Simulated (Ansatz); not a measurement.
AlN (zinc blende, space group No. 216) at seven volumes, DFT-PBE in the program Ansatz with PAW potentials, scaled uniformly. One row is withheld.

```json
[
 {"V (Å³/atom)": "9.711", "P (GPa)": "21.82"},
 {"V (Å³/atom)": "10.031", "P (GPa)": "13.44"},
 {"V (Å³/atom)": "10.351", "P (GPa)": "6.23"},
 {"V (Å³/atom)": "10.671", "P (GPa)": "0.00"},
 {"V (Å³/atom)": "10.991", "P (GPa)": "-5.38"},
 {"V (Å³/atom)": "11.312", "P (GPa)": "-10.02"},
 {"V (Å³/atom)": "11.632", "P (GPa)": "?"}
]
```

### Question
Fit the shown pressures and predict the withheld one.

### Answer
P = (3/2)B₀(x^(7/2) − x^(5/2))[1 + (3/4)(B′ − 4)(x − 1)] with x = (V₀/V)^(2/3). Least squares on the six rows gives V₀ = 10.671 Å³/atom, B₀ = 193 GPa, B′ = 3.90. At V = 11.632, x = 0.9441 and P = -14.07 GPa. The run itself gave -14.01 GPa.

Space group F-43m (zinc blende). The PBE relaxation kept the symmetry of its start; phonons on a q-mesh show no instability.

Potentials: the later of the program's two PAW sets.
